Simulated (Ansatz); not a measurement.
MgGaCu:
```
MgGaCu
1.0
    0.00000     2.56824    -4.39195
    0.00000     2.56824     4.39195
    8.23978     0.00000     0.00000
Mg Ga Cu
4 4 4
Direct
  0.33191   0.66809   0.67928
  0.33191   0.66809   0.32072
  0.66194   0.33806   0.79532
  0.66194   0.33806   0.20468
  0.83894   0.16106   0.50000
  0.16427   0.33787   0.00000
  0.66213   0.83573   0.00000
  0.16661   0.83339   0.00000
  0.00077   0.99923   0.75110
  0.00077   0.99923   0.24890
  0.83771   0.65927   0.50000
  0.34073   0.16229   0.50000
```

This is the r²SCAN-relaxed structure.

### Question
All from r²SCAN (plane waves, PAW; program Ansatz), unless another level is named. Predict the density of states at the Fermi level.

### Answer
0.27 states/eV per atom (mean over ±0.08 eV).

### Question
Next, the formation energy from the elements (no fitted shifts)?

### Answer
-0.18 eV/atom.

Space group Amm2. The first step of the workflow began from a Materials Project structure, measured or hypothetical; the Crystallography Open Database copy checked does not list it. With Ga and Cu taken as one species the cell has the higher symmetry P-6m2, so it may be an ordered model of a mixed-site phase. Its standing as an ambient phase is unchecked. Symmetry was held in the r²SCAN relaxation; whether a distortion lowers the energy is not shown. The run is not spin-polarised. The references are the lowest solids computed at this level, not always the standard phases. Scalar-relativistic: spin–orbit coupling is off unless named, which matters more the heavier the elements.

Potentials: the later of the program's two PAW sets.
